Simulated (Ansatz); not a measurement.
**Calculated with Ansatz: TlCl, vacancy hop by nudged elastic band**

The command:

```bash
ansatz run input.yaml --threads 4 --pin off --max-ram 8192MiB --backend cpu --events-out ev --progress --plain --runs-dir out
```

The input file (Ansatz 0.2.0, plane waves):

```yaml
crystal:
  lattice:
    - [7.678592, 0.0, 0.0]
    - [0.0, 7.678592, 0.0]
    - [0.0, 0.0, 7.678592]
  atoms:
    - { symbol: Tl, position: [-0.00088459, -0.00181728, 0.0018612] }
    - { symbol: Cl, position: [0.25122992, 0.24594894, 0.25163315] }
    - { symbol: Tl, position: [0.00248776, 0.00402306, 0.5011145] }
    - { symbol: Cl, position: [0.24713589, 0.25256779, 0.75425012] }
    - { symbol: Tl, position: [-0.00198739, 0.49944261, 0.00142897] }
    - { symbol: Cl, position: [0.24900351, 0.74761581, 0.25088141] }
    - { symbol: Tl, position: [-0.00423817, 0.49739779, 0.49815485] }
    - { symbol: Cl, position: [0.24440316, 0.74866834, 0.74639837] }
    - { symbol: Tl, position: [0.50119224, -0.00068107, -0.0017186] }
    - { symbol: Cl, position: [0.7553439, 0.24891215, 0.24712765] }
    - { symbol: Tl, position: [0.4966056, 0.0027962, 0.49848448] }
    - { symbol: Cl, position: [0.7541271, 0.2480952, 0.7501425] }
    - { symbol: Cl, position: [0.74881753, 0.75084726, 0.24697404] }
    - { symbol: Tl, position: [0.50150392, 0.50237439, 0.49961765] }
    - { symbol: Cl, position: [0.75285927, 0.75046413, 0.75102717] }
kpoints:
  mp_grid: { grid: [2, 2, 2] }
magnetization:
  spin_polarized: false
scf:
  occupations: { method: cold, width: 0.15 }
hamiltonian:
  pseudopotentials: { kind: paw }
  xc: pbe
basis:
  ecutwfc: 420
neb:
  images: 5
  relax_end_points: true
  climbing: true
  f_tol: 0.05
  max_iterations: 40
  order_check: false
  final_atoms:
    - { symbol: Tl, position: [-0.00088459, -0.00181728, 0.0018612] }
    - { symbol: Cl, position: [0.25122992, 0.24594894, 0.25163315] }
    - { symbol: Tl, position: [0.00248776, 0.00402306, 0.5011145] }
    - { symbol: Cl, position: [0.24713589, 0.25256779, 0.75425012] }
    - { symbol: Tl, position: [-0.4990286, 0.49847937, 0.00102667] }
    - { symbol: Cl, position: [0.24900351, 0.74761581, 0.25088141] }
    - { symbol: Tl, position: [-0.00423817, 0.49739779, 0.49815485] }
    - { symbol: Cl, position: [0.24440316, 0.74866834, 0.74639837] }
    - { symbol: Tl, position: [0.50119224, -0.00068107, -0.0017186] }
    - { symbol: Cl, position: [0.7553439, 0.24891215, 0.24712765] }
    - { symbol: Tl, position: [0.4966056, 0.0027962, 0.49848448] }
    - { symbol: Cl, position: [0.7541271, 0.2480952, 0.7501425] }
    - { symbol: Cl, position: [0.74881753, 0.75084726, 0.24697404] }
    - { symbol: Tl, position: [0.50150392, 0.50237439, 0.49961765] }
    - { symbol: Cl, position: [0.75285927, 0.75046413, 0.75102717] }
```

Origin of the cell: a database entry, scaled a little.

The cell is 2×2×2 cells of TlCl with one Tl taken out; atom 5 (Tl) hops into the empty site, 3.82 Å away before the end points are relaxed. All atoms were shaken by about 0.02 Å first.

Output (shortened):

```
Warning: neb: disabling space-group detection — the band's intermediate images generally break the endpoint symmetry, so no spatial operation reduces the k-mesh or symmetrises the density, ex […]
Pseudopotentials: kind: paw
Pseudopotential: Tl, paw, valence charge 13, recommended cutoff 420 eV (normal), Tl.paw.azcp
Pseudopotential: Cl, paw, valence charge 7, recommended cutoff 420 eV (normal), Cl.paw.azcp
Functional definition: PBE
  exchange = pbe_x(kappa = kappa, mu = beta*pi^2/3)
  correlation = pbe_c(beta = beta)
parallel-image band execution: 4 concurrent image workers
NEB image 0
Crystal: 15 atoms, lattice volume = 452.736 Å³
Basis set: ecut = 420 eV, 8829 PW (Γ), exchange–correlation on 108×108×108 points (8 copies of the dense FFT grid, shifted against one another)
Bands: 89, of which v1, the nominal top of the filled ones, is band 74 counted from 1 (73 counted from 0)
[… 6 lines left out …]
Initial density: superposition of atomic densities (neutral atoms: chi_scale 0, normalization atom), corrected by the library's trained network
Functional: x = pbe(κ = 0.804, μ = 0.219515), c = pbe(β = 0.066725)
SCF iter   1: F=—  HF=-88758.454054 eV  Δρ=1.65e-3  dr2=1.95e-2
SCF iter   2: F=—  HF=-88758.443113 eV  S|Δr|=    0.00e0  Δρ=4.08e-4  dr2=7.61e-4
SCF iter   3: F=—  HF=-88758.443279 eV  S|Δr|=    0.00e0  Δρ=2.13e-4  dr2=2.77e-4
[… 3 lines left out …]
SCF iter   7: F=—  HF=-88758.443616 eV  S|Δr|=    0.00e0  Δρ=6.83e-6  dr2=6.38e-7
SCF iter   8: F=—  HF=-88758.443616 eV  S|Δr|=    0.00e0  Δρ=4.11e-6  dr2=1.80e-7
SCF iter   9: F=-88758.443616 eV  HF=-88758.443616 eV  S|Δr|=    0.00e0  Δρ=1.85e-6  dr2=5.38e-8
NEB iter   1: max|band force component| = 4.877e-1 eV/Å  barrier→ = 0.4061 eV  barrier← = 0.4010 eV  CI = image 3  Δτ_max = 0.1219 Å  (80 SCF iters)
NEB iter   2: max|band force component| = 1.007e-1 eV/Å  barrier→ = 0.2310 eV  barrier← = 0.2259 eV  CI = image 3  Δτ_max = 0.0405 Å  (52 SCF iters)
NEB iter   3: max|band force component| = 5.689e-2 eV/Å  barrier→ = 0.2234 eV  barrier← = 0.2183 eV  CI = image 3  Δτ_max = 0.0736 Å  (43 SCF iters)
NEB iter   4: max|band force component| = 3.969e-2 eV/Å  barrier→ = 0.2199 eV  barrier← = 0.2148 eV  CI = image 3  Δτ_max = 0.0360 Å  (45 SCF iters)
NEB iter   5: max|band force component| = 4.284e-2 eV/Å  barrier→ = 0.2182 eV  barrier← = 0.2131 eV  CI = image 3  Δτ_max = 0.0609 Å  (7 SCF iters)
NEB iter   6: max|band force component| = 1.030e-1 eV/Å  barrier→ = 0.2178 eV  barrier← = 0.2127 eV  CI = image 3  Δτ_max = 0.0304 Å  (7 SCF iters)
NEB iter   7: max|band force component| = 4.050e-2 eV/Å  barrier→ = 0.2171 eV  barrier← = 0.2120 eV  CI = image 3  Δτ_max = 0.0000 Å  (40 SCF iters)
--- NEB band (7 images, 7 band iterations, 274 SCF iterations, 145 more in tests of the images' electronic states and relaxations of end points) ---
  forward barrier  = 0.217074 eV
  backward barrier = 0.211979 eV
  lagrangian_above_aufbau_ev (what the smearing adds, to first order; not taken off the barriers): saddle image +0.009863 eV, end points +0.003042 and +0.004526 eV
  climbing image's point = of an order that was not read
  energies are F+E_penalty+E_count in eV, relative to image 0
  image     s (Å)  Δ vs image 0  max|band force component| (eV/Å)
      0    0.0000      0.000000                                 —
      1    0.6712      0.036326                          2.927e-2
      2    1.3429      0.145854                          3.427e-2
  *   3    2.0159      0.217074                          4.050e-2
      4    2.6746      0.145366                          2.841e-2
      5    3.3332      0.039661                          1.857e-2
      6    3.9919      0.005095                                 —
```

The converged band:

| image | path over all atoms (Å) | ΔF (eV) | Tl x | y | z (Å) |
| --- | --- | --- | --- | --- | --- |
| 0 | 0.00 | 0.000 | -0.04 | 3.84 | -0.13 |
| 1 | 0.67 | 0.036 | -0.63 | 3.84 | -0.05 |
| 2 | 1.34 | 0.146 | -1.27 | 3.84 | -0.02 |
| 3 | 2.02 | 0.217 | -1.92 | 3.84 | -0.01 |
| 4 | 2.67 | 0.145 | -2.56 | 3.84 | 0.00 |
| 5 | 3.33 | 0.040 | -3.21 | 3.83 | 0.00 |
| 6 | 3.99 | 0.005 | -3.83 | 3.83 | 0.01 |

Relaxed start, forces in eV/Å:

```xyz
15
Lattice="7.679 0.000 0.000 0.000 7.679 0.000 0.000 0.000 7.679" Properties=species:S:1:pos:R:3:forces:R:3 pbc="T T T" image=0
Tl   -0.015    0.003    0.311   -0.002    0.000   -0.004
Cl    1.863    1.877    1.976   -0.001    0.002    0.000
Tl    0.108   -0.042    4.160   -0.001   -0.002    0.000
Cl    1.881    1.874    5.719    0.000    0.000   -0.001
Tl   -0.039    3.843   -0.130   -0.003   -0.001    0.001
Cl    1.860    5.806    1.990   -0.001    0.000    0.000
Tl   -0.057    3.800    3.703   -0.003   -0.001    0.002
Cl    1.889    5.791    5.733    0.000    0.000    0.001
Tl    3.827    0.015   -0.123    0.001    0.000    0.001
Cl    5.768    1.899    1.924    0.000    0.001    0.001
Tl    3.938    0.019    3.710    0.007    0.000    0.003
Cl    5.815    1.864    5.680    0.001    0.000   -0.001
Cl    5.777    5.796    1.944    0.001   -0.001    0.000
Tl    3.785    3.859    3.761    0.000   -0.001   -0.002
Cl    5.815    5.803    5.693    0.001    0.002   -0.002
```

Highest image (3), forces in eV/Å:

```xyz
15
Lattice="7.679 0.000 0.000 0.000 7.679 0.000 0.000 0.000 7.679" Properties=species:S:1:pos:R:3:forces:R:3 pbc="T T T" image=3
Tl    0.145    0.003   -0.006   -0.001   -0.003    0.012
Cl    1.923    1.844    1.994   -0.002    0.003   -0.002
Tl    0.056   -0.004    3.831    0.002   -0.001   -0.006
Cl    1.915    1.845    5.687    0.002    0.004    0.005
Tl   -1.916    3.836   -0.005    0.000    0.006    0.040
Cl    1.921    5.832    1.994   -0.002   -0.003   -0.001
Tl    0.151    3.835    3.849   -0.003    0.001   -0.018
Cl    1.915    5.829    5.687    0.003   -0.003    0.005
Tl    3.696   -0.005   -0.020    0.002    0.000    0.013
Cl    5.763    1.858    1.978   -0.003    0.013   -0.012
Tl    3.759    0.000    3.820    0.007   -0.001   -0.005
Cl    5.758    1.857    5.698   -0.001    0.001    0.000
Cl    5.761    5.817    1.978   -0.003   -0.014   -0.014
Tl    3.702    3.839    3.864    0.000    0.001   -0.022
Cl    5.758    5.817    5.698   -0.001   -0.003    0.002
```

Relaxed end, forces in eV/Å:

```xyz
15
Lattice="7.679 0.000 0.000 0.000 7.679 0.000 0.000 0.000 7.679" Properties=species:S:1:pos:R:3:forces:R:3 pbc="T T T" image=6
Tl   -0.002   -0.017    0.009    0.001    0.000   -0.001
Cl    1.971    1.866    1.969   -0.002    0.000   -0.002
Tl   -0.003   -0.007    3.848    0.000   -0.002    0.001
Cl    1.968    1.868    5.709    0.000    0.001    0.001
Tl   -3.833    3.827    0.009    0.000    0.000    0.000
Cl    1.968    5.802    1.965   -0.001    0.001    0.000
Tl    0.000    3.830    3.841    0.001    0.000    0.000
Cl    1.969    5.805    5.708   -0.001   -0.001    0.002
Tl    3.838   -0.010   -0.025    0.000   -0.002   -0.002
Cl    5.713    1.868    1.965    0.000    0.001    0.000
Tl    3.836    0.027    3.815    0.000    0.002   -0.001
Cl    5.711    1.866    5.708    0.000    0.001    0.001
Cl    5.709    5.805    1.968    0.002   -0.001    0.000
Tl    3.839    3.866    3.848   -0.001    0.002    0.001
Cl    5.712    5.802    5.711    0.001   -0.001    0.001
```

Barrier of this path: 0.22 eV forwards, 0.21 eV backwards, after 7 band iterations.

Caveats: no moments, though an odd count or open d shells may carry them; no spin-orbit coupling, though heavy elements are present; the k mesh is coarse if the cell is a metal; a small cell with a neutral vacancy and no spin, whose shape can make like sites unlike; the cell is held at a rescaled volume, and strain moves barriers; the hop was drawn among near neighbours and need not be the easiest path; few images and a loose tolerance, and neither the top nor the ends were tested for their order.

It ran for 5.2 min on 4 threads of Arm Neoverse V2 (shared host), peak memory 2.3 GiB, from the program's own first density.
